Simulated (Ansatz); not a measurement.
# Data sheet: Ge (DFT)

Ge:
```cif
data_Ge6
_chemical_formula_sum 'Ge6'
_space_group_name_H-M_alt 'P 1'
_space_group_IT_number 1
_cell_length_a 6.06427
_cell_length_b 6.06427
_cell_length_c 6.06427
_cell_angle_alpha 109.471
_cell_angle_beta 109.471
_cell_angle_gamma 109.471
loop_
_space_group_symop_operation_xyz
  'x, y, z'
loop_
_atom_site_label
_atom_site_type_symbol
_atom_site_fract_x
_atom_site_fract_y
_atom_site_fract_z
_atom_site_occupancy
Ge1 Ge 0.50000 0.75000 0.25000 1
Ge2 Ge 0.25000 0.50000 0.75000 1
Ge3 Ge 0.75000 0.50000 0.25000 1
Ge4 Ge 0.50000 0.25000 0.75000 1
Ge5 Ge 0.25000 0.75000 0.50000 1
Ge6 Ge 0.75000 0.25000 0.50000 1
```

Space group Im-3m (No. 229); conventional cell a = 7.002 Å, b = 7.002 Å, c = 7.002 Å, α = 90.00°, β = 90.00°, γ = 90.00°.

Method: r²SCAN (plane waves, PAW; program Ansatz). Geometry: relaxed at this level of theory. Other levels are named where they apply.

### Cell and energy

| Property | Result |
|---|---|
| Volume per atom | 28.61 Å³ |
| Density | 4.22 g/cm³ |

### Electronic structure

| Quantity | Value |
|---|---|
| Band gap | 0.16 eV (indirect) |
| Valence-band maximum | at H |
| Conduction-band minimum | on the Γ–H line, 61 % of the way from Γ (6 equivalent valleys) |
| Smallest direct gap on the standard path | 0.23 eV |
| Electron effective mass | 0.30, 0.30, 0.87 mₑ (principal values) |
| Electron effective mass with spin–orbit coupling | 0.30, 0.30, 0.87 mₑ (principal values) |
| HSE06 gap on the r²SCAN cell | 0.50 eV |
| Gap with spin–orbit coupling | 0.07 eV |

### Mechanics

| Property | Result |
|---|---|
| Bulk modulus (Birch–Murnaghan fit) | 52.4 GPa |
| Pressure derivative B′ | 4.9 |
| Elastic constants (relaxed ions, GPa) | C11 = 109, C12 = 25.4, C44 = 28.6 |
| Mechanical stability | stable (all eigenvalues of C positive) |
| Hill bulk and shear moduli | 53.1 and 33.3 GPa |
| Young's modulus | 82.6 GPa |
| Poisson's ratio | 0.24 |
| Debye temperature from the elastic constants | 303 K |

The start of the workflow was typed in or built on a structure type; the Crystallography Open Database copy checked does not list it. It is not the phase usual at ambient conditions (space group No. 227). The r²SCAN relaxation kept the symmetry of its start; its stability against distortions is not shown here. The volume moved by 22 % from the start of the relaxation. Scalar-relativistic: spin–orbit coupling is off unless named, which matters more the heavier the elements.

Potentials: the later of the program's two PAW sets.
